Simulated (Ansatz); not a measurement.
A relaxed cell of Si2Mo is given with its symmetry left out. It was relaxed at this level from a cell as deposited in COD.

The calculation used DFT PBE, scalar-relativistic, plane waves, PAW (Ansatz). Cutoff 420 eV, Γ-centred mesh, Gaussian smearing, no spin polarisation.

```cif
data_structure
_symmetry_space_group_name_H-M 'P 1'
_symmetry_Int_Tables_number 1
_cell_length_a 4.5464
_cell_length_b 4.5464
_cell_length_c 4.5464
_cell_angle_alpha 138.562
_cell_angle_beta 138.562
_cell_angle_gamma 60.043
_cell_volume 40.74
loop_
_atom_site_label
_atom_site_type_symbol
_atom_site_fract_x
_atom_site_fract_y
_atom_site_fract_z
_atom_site_occupancy
Si1 Si 0.33512 0.33512 0.00000 1
Si2 Si 0.66488 0.66488 0.00000 1
Mo1 Mo 0.00000 0.00000 0.00000 1
```

Energies over the elements count from the elements' standard structures at the same level, with no fitted energy shifts.

Question: What space group does it have?

Answer: I4/mmm (No. 139). Conventional cell: a = 3.217 Å, c = 7.873 Å. Si is surrounded by 5 Si at 2.60–2.64 Å, 5 Mo at 2.62–2.64 Å and 4 Si at 3.22 Å; around Mo lie 10 Si at 2.62–2.64 Å and 4 Mo at 3.22 Å.

Question: What is its formation energy per atom?

Answer: −0.49 eV/atom. A negative formation energy is needed for stability but isn't enough: competing phases decide.

Question: Is it a metal?

Answer: Yes, bands cross the Fermi level on the 20×20×20 mesh, though with few states there, as in a semimetal.

The last run used a 20×20×20 mesh for its 3-atom cell and Gaussian smearing of 0.10 eV. Symmetry constrained the relaxation, so the result can be a saddle point.
